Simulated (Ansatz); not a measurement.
Rb (omega type), DFT, LDA, all-electron LAPW, scalar-relativistic (Ansatz 0.2.0), on 1 thread of Arm Neoverse V2 (shared host).

Command: `ansatz run input.yaml --threads 1 --pin off --max-ram 3584MiB --backend cpu --events-out ev --progress --plain --runs-dir out`

```yaml
crystal:
  lattice:
    - [6.5068675162, 0.0, 0.0]
    - [-3.2534337581, 5.6351125681, 0.0]
    - [0.0, 0.0, 3.8599701224]
  atoms:
    - { symbol: Rb, position: [0.0, 0.0, 0.0] }
    - { symbol: Rb, position: [0.3333333333, 0.6666666667, 0.5] }
    - { symbol: Rb, position: [0.6666666667, 0.3333333333, 0.5] }
kpoints:
  mp_grid: { grid: [6, 6, 8] }
scf:
  occupations: { method: fermi_dirac, width: 0.08 }
hamiltonian:
  xc: lda
  pseudopotentials: { kind: all_electron, lapw: { basis_error: 0.0005 } }
output:
  forces: true
  stress: true
  eigenvalues: true
relax:
  f_tol: 0.005
  max_steps: 12
  cell: { p_target: 4.2, stress_tol: 0.03 }
```

**Question.** How large is the problem that the program sets up?

**Answer.** 35 irreducible k-points, 403 plane waves at Γ, 35 bands.

**Question.** About how long does it take?

**Answer.** 20 s of wall time for 11 SCF iterations over 1 geometries. Times on shared machines scatter by tens of per cent.
